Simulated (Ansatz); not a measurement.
CsSnI3 (cubic perovskite)

```
CELL_PARAMETERS angstrom
      6.13046     0.00000     0.00000
      0.00000     6.13046     0.00000
      0.00000     0.00000     6.13046
ATOMIC_POSITIONS crystal
  Cs 0.00000 0.00000 0.00000
  Sn 0.50000 0.50000 0.50000
  I  0.00000 0.50000 0.50000
  I  0.50000 0.50000 0.00000
  I  0.50000 0.00000 0.50000
```

In each cell atom 5 (I, nearest neighbour Sn at 3.065 Å; its periodic images, 6.1 Å or more away, move with it) moves by s·(0.707, 0.707, 0.000) (along Cartesian [110]), the rest being held.

Method: PBEsol (plane waves to 420 eV, PAW, scalar-relativistic; Ansatz, an electronic-structure program). k mesh 6×6×6 (Γ-centred), Fermi-Dirac smearing 0.05 eV. The energy includes the smearing's −TS. CsSnI3 was relaxed with its symmetry unable to fall. Spin-orbit coupling is left out, though I is heavy. The PAW data are Ansatz's earlier set. This is a high-temperature form of CsSnI3. ΔE is measured from the undisplaced structure.

Successive frames, forces in eV/Å:

```json
[
 {"frame": "s = 0.184 Å", "ΔE (eV/cell)": "0.017", "F on Cs1": "(-0.004, 0.007, 0.000)", "F on Sn2": "(-0.003, 0.164, 0.000)", "F on I3": "(0.046, 0.045, 0.000)", "F on I4": "(-0.006, 0.042, 0.000)", "F on I5": "(-0.033, -0.259, 0.000)"},
 {"frame": "s = 0.000 Å", "ΔE (eV/cell)": "0.000", "F on Cs1": "(0.000, 0.000, 0.000)", "F on Sn2": "(0.000, 0.000, 0.000)", "F on I3": "(0.000, 0.000, 0.000)", "F on I4": "(0.000, 0.000, 0.000)", "F on I5": "(0.000, 0.000, 0.000)"},
 {"frame": "s = -0.184 Å", "ΔE (eV/cell)": "0.017", "F on Cs1": "(0.004, -0.007, 0.000)", "F on Sn2": "(0.003, -0.164, 0.000)", "F on I3": "(-0.046, -0.045, 0.000)", "F on I4": "(0.006, -0.042, 0.000)", "F on I5": "(0.033, 0.259, 0.000)"},
 {"frame": "s = -0.368 Å", "ΔE (eV/cell)": "0.087", "F on Cs1": "(0.003, -0.012, 0.000)", "F on Sn2": "(0.026, -0.546, 0.000)", "F on I3": "(-0.120, -0.113, 0.000)", "F on I4": "(0.015, -0.085, 0.000)", "F on I5": "(0.076, 0.755, 0.000)"}
]
```

**Question.** What are the energy and the forces in the next frame, s = -0.552 Å?

**Answer.** ΔE (eV/cell) = 0.247.

```tsv
atom	Fx	Fy	Fz
Cs1	-0.004	-0.013	0.000
Sn2	0.118	-1.241	0.000
I3	-0.233	-0.213	0.000
I4	0.027	-0.122	0.000
I5	0.093	1.589	0.000
```

(A displaced cell: forces are minus the slopes of the energy, force constants its curvatures, and phonons follow from these.)
